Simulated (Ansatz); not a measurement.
Data:

TaC:
```cif
data_C3Ta3
_chemical_formula_sum 'Ta3 C3'
_space_group_name_H-M_alt 'P6/mmm'
_space_group_IT_number 191
_space_group_name_Hall '-P 6 2'
_cell_length_a 5.46259
_cell_length_b 5.46259
_cell_length_c 3.13579
_cell_angle_alpha 90.000
_cell_angle_beta 90.000
_cell_angle_gamma 120.000
loop_
_atom_site_label
_atom_site_type_symbol
_atom_site_symmetry_multiplicity
_atom_site_Wyckoff_symbol
_atom_site_fract_x
_atom_site_fract_y
_atom_site_fract_z
_atom_site_occupancy
Ta1 Ta 3 f 0.00000 0.50000 0.00000 1
C1 C 1 a 0.00000 0.00000 0.00000 1
C2 C 2 d 0.33333 0.66667 0.50000 1
```

This is the PBE-relaxed structure.

All from PBE (plane waves, PAW; program Ansatz), unless another level is named. Predict the electronic character.

metallic (no gap).

What about the density of states at the Fermi level?

0.30 states/eV per atom (mean over ±0.08 eV).

Predict the formation energy from the elements (no fitted shifts).

0.58 eV/atom.

The cell is a constructed one: a structure type filled with these elements; neither database checked (COD, Materials Project) lists it. It is not the phase usual at ambient conditions (space group No. 225). The cell was relaxed with PBE under the symmetry of its start; its stability against distortions is not shown here. The run is not spin-polarised. The references are the lowest solids computed at this level, not always the standard phases. Scalar-relativistic: spin–orbit coupling is off unless named, which matters more the heavier the elements.

Potentials: the later of the program's two PAW sets.
